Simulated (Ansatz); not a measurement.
Hf (bcc (W type), Im-3m) at seven volumes, plane-wave PAW r²SCAN (Ansatz code), scaled uniformly. One row is withheld.

```
V (Å³/atom)  P (GPa)
-----------  -------
20.145         11.08
20.809          6.86
21.473          3.19
22.137          0.00
22.801         -2.79
23.465         -5.27
24.129             ?
```

Problem. Fit the shown pressures and predict the withheld one.

Solution. Third-order Birch–Murnaghan: P = (3/2)B₀(x^(7/2) − x^(5/2))[1 + (3/4)(B′ − 4)(x − 1)] with x = (V₀/V)^(2/3). Least squares on the six rows gives V₀ = 22.136 Å³/atom, B₀ = 99.82 GPa, B′ = 3.48. At V = 24.129, x = 0.9441 and P = -7.40 GPa. The run itself gave -7.52 GPa.

This is a known high-temperature phase of the composition, computed here at zero pressure and temperature. The r²SCAN relaxation kept the symmetry of its start. At this level the phase is mechanically unstable. No spin polarisation was allowed. Spin–orbit coupling is left out wherever it is not named.

Potentials: the earlier of the program's two PAW sets. The files were generated under PBE; for other functionals the program regenerates the frozen cores, and for LDA and PBEsol the local potential too.
